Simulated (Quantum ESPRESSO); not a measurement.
# Ga2SiMgN4: a curve over one atom's position

Simulated, not a measurement. The program is pw.x of Quantum ESPRESSO 7.5 (plane-wave density functional theory). The cell is made up: 8 atoms on a wurtzite lattice, with randomly drawn elements, strain and displacements, not relaxed. PseudoDojo standard norm-conserving files (v0.5 for PBE, v0.4.1 for LDA and PBEsol) set the functional; there is no spin polarisation, spin-orbit coupling or dispersion term, and the masses in the input are unused placeholders.

Seven runs move atom 6 (N, counted in the order of the input) along x and keep all else fixed.

Input of the run at +0.0075:

```
&control calculation='scf', pseudo_dir='./dojo.nc.sr.pbe.v0_5.standard.upf', outdir='./o', disk_io='medium', tprnfor=.true., tstress=.true. /
&system ibrav=0, nat=8, ntyp=4, nbnd=36, ecutwfc=84.00895049, nosym=.true., tot_charge=0,
 occupations='smearing', smearing='fd', degauss=0.0018374661
/
&electrons conv_thr=7.350e-09, electron_maxstep=60, /
ATOMIC_SPECIES
Ga 1.0 Ga.upf
Mg 1.0 Mg.upf
N 1.0 N.upf
Si 1.0 Si.upf
CELL_PARAMETERS angstrom
3.1899 0.0 0.0
0.0 5.525 0.0
0.0 0.0 5.209
ATOMIC_POSITIONS angstrom
Ga 0.0183 -0.1687 0.0163
Ga 1.7388 2.6197 -0.0317
Si 1.6061 0.9261 2.548
Mg -0.0167 3.6486 2.619
N 0.069 -0.0159 2.0226
N 1.5756 2.7616 1.8612
N 1.6352 1.1222 4.5129
N 0.0092 3.5943 4.4683
K_POINTS automatic
6 4 4 1 1 1
```

```
shift of atom 6 along x (Å)  free energy less that of the input shown (eV)  Fx on atom 6 (eV/Å)  Fy on atom 6 (eV/Å)  Fz on atom 6 (eV/Å)  pressure (GPa)  iterations
                    -0.1023                                         0.1275                2.071               -4.581                0.708            4.45          13
                    -0.0792                                         0.0841                1.683               -4.503                0.813            4.37          13
                    -0.0279                                         0.0195                0.838               -4.397                0.979            4.29          13
                    +0.0075                                         0.0000                0.262               -4.375                1.042            4.29          13
                    +0.0635                                         0.0107               -0.647               -4.425                1.052            4.42          13
                    +0.0733                                         0.0178               -0.806               -4.444                1.042            4.46          13
                    +0.0900                                         0.0335               -1.080               -4.485                1.018            4.53          13
```

A cubic fit gives dFx/dx = -16.23 eV/Å² at zero shift. Across the table the free energy follows the integral of the force to within 0.2 meV. A rerun of one of the cells at 1437 eV and a 8 x 6 x 6 mesh moved values by no more than 0.002 eV in energy, 0.03 GPa in stress and 0.009 eV/Å in force.